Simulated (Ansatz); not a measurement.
Is this Mg3CdS4 structure stable?

The cell was found from a structure generator's guess, not taken from experiment.

All numbers below come from DFT PBE, scalar-relativistic, plane waves, PAW in Ansatz 0.2.0. Cutoff 420 eV, Γ-centred 8×8×8 mesh (8-atom cell), Gaussian smearing of 0.02 eV, no spin polarisation.

```cif
data_structure
_symmetry_space_group_name_H-M 'Pm-3m'
_symmetry_Int_Tables_number 221
_cell_length_a 5.3135
_cell_length_b 5.3135
_cell_length_c 5.3135
_cell_angle_alpha 90.000
_cell_angle_beta 90.000
_cell_angle_gamma 90.000
_cell_volume 150.02
loop_
_atom_site_label
_atom_site_type_symbol
_atom_site_symmetry_multiplicity
_atom_site_Wyckoff_symbol
_atom_site_fract_x
_atom_site_fract_y
_atom_site_fract_z
_atom_site_occupancy
Mg1 Mg 3 c 0.50000 0.00000 0.50000 1
Cd1 Cd 1 a 0.00000 0.00000 0.00000 1
S1 S 3 d 0.00000 0.50000 0.00000 1
S2 S 1 b 0.50000 0.50000 0.50000 1
```

The zero of energy is the elements' standard structures at the same level; no fitted shifts are applied.

Problem. These tests were run: energy against the elements; random kick, then relaxation without symmetry; phonons at Γ; elastic tensor. What do they show?

Solution.

```json
{"test": "energy against the elements", "result": "−1.191 eV/atom"}
{"test": "random kick, then relaxation without symmetry", "result": "returns"}
{"test": "phonons at Γ", "result": "lowest optical mode 72 cm⁻¹"}
{"test": "elastic tensor", "result": "least eigenvalue 46 GPa"}
```

It fails none of these tests. Other phases of the system weren't compared here, so this isn't yet thermodynamic stability. Phonons away from Γ weren't computed.

The reference form of S is held partly by dispersion forces, which this level lacks. The kick test ran on a coarse mesh. The run for the phonons used an 8×8×8 k mesh. The run for the elastic tensor used an 8×8×8 k mesh.
